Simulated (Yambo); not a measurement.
Yambo run on BaO (rock salt, space group Fm-3m, No. 225). The wavefunctions are PBEsol (pw.x of Quantum ESPRESSO, ONCV potentials, with spin-orbit coupling) ones on a 4×4×4 mesh (16 occupied bands); a = 3.8789 Å, b = 3.8789 Å, c = 3.8789 Å, α = 60.00°, β = 60.00°, γ = 60.00°.

Yambo input:

```
rim_cut
HF_and_locXC
RandQpts= 1000000
RandGvec= 1 Ry
EXXRLvcs= 84 Ry
VXCRLvcs= 336 Ry
% QPkrange
 1 | 1 | 16 | 17 |
 3 | 3 | 16 | 17 |
 7 | 7 | 14 | 18 |
 8 | 8 | 16 | 17 |
%
```

k points by index: 1 = Γ, 3 = L, 7 = X, 8 = W.

Table of the .hf output:

```
#    K-point    Band    Eo [eV]    Ehf [eV]    Vxc [eV]    Vnlxc [eV]
#
    1    16    -0.550826    -5.585748    -18.17118    -23.20610
    1    17    3.507059    7.973581    -9.529854    -5.063332
    3    16    -1.674563    -6.969511    -16.61068    -21.90563
    3    17    4.877782    9.422775    -13.35713    -8.812140
    7    14    -0.231208    -5.103320    -18.43600    -23.30811
    7    15    0.000000    -4.816269    -18.54833    -23.36460
    7    16    0.000000    -4.816269    -18.54833    -23.36460
    7    17    1.793701    6.145116    -8.897416    -4.546001
    7    18    1.793701    6.145116    -8.897416    -4.546001
    8    16    -0.179328    -4.987869    -18.17106    -22.97960
    8    17    4.386297    9.309818    -10.37352    -5.450001
```
Exchange alone, without screening.

Geometry relaxed with PBEsol.
